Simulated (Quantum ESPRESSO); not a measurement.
Field gradients of HfO$_{2}$ from PBE PAW (JTH datasets; density from pw.x of a modified build of Quantum ESPRESSO, gradients reconstructed from it by a script). The input of pw.x:

```
&CONTROL
  calculation = 'scf'
  prefix = 'x'
  pseudo_dir = './pseudo'
  outdir = './out'
  tprnfor = .true.
/
&SYSTEM
  ibrav = 0
  nat = 6
  ntyp = 2
  ecutwfc = 45
  ecutrho = 180
  occupations = 'fixed'
  nbnd = 28
/
&ELECTRONS
  conv_thr = 1e-11
/
ATOMIC_SPECIES
Hf 178.490 Hf.GGA_PBE-JTH.UPF
O 15.999 O.GGA_PBE-JTH.UPF
CELL_PARAMETERS angstrom
    3.593600200000     0.000000000000     0.000000000000
    0.000000000000     3.593600200000     0.000000000000
    0.000000000000     0.000000000000     5.068422800000
ATOMIC_POSITIONS crystal
Hf     0.500000000000     0.500000000000     0.500000000000
Hf     0.000000000000     0.000000000000     0.000000000000
O      0.000000000000     0.500000000000     0.702239646800
O      0.000000000000     0.500000000000     0.202239646800
O      0.500000000000     0.000000000000     0.797760353200
O      0.500000000000     0.000000000000     0.297760353200
K_POINTS automatic
6 6 5 0 0 0
```
The cell was made here from a computed Materials Project entry: strained by -2 % along the unique axis and by +1 % across it, atoms relaxed (PBE without dispersion, pw.x of Quantum ESPRESSO, symmetry kept). The parent is HfO2 in P4₂/nmc. Stability against distortions was not tested. The run has no spin polarisation.

Vzz is the sum of three terms, each taken along its main axis: the smooth valence density, the ions (nucleus and frozen core) with the augmentation charges of all other spheres, and the all-electron minus smooth density in the atom's own sphere. The split hangs on the datasets.  Cores are frozen. Against all-electron runs on small test molecules, this scheme's |Vzz| missed by −2 to +6 % on O. Hf had no test against all-electron runs. Spin–orbit coupling is left out, a limit on Hf.

```csv
site,smooth valence density,ions and other spheres,own sphere,Vzz (a.u.)
"Hf (atoms 1, 2)",0.039,-0.034,?,?
"O (atoms 3, 4, 5, 6)",0.142,-0.118,?,?
```

Q: Some entries are withheld; supply them.

A: 
- Hf (atoms 1, 2), own sphere: 1.339
- Hf (atoms 1, 2), Vzz (a.u.): 1.345
- O (atoms 3, 4, 5, 6), own sphere: 0.116
- O (atoms 3, 4, 5, 6), Vzz (a.u.): 0.140
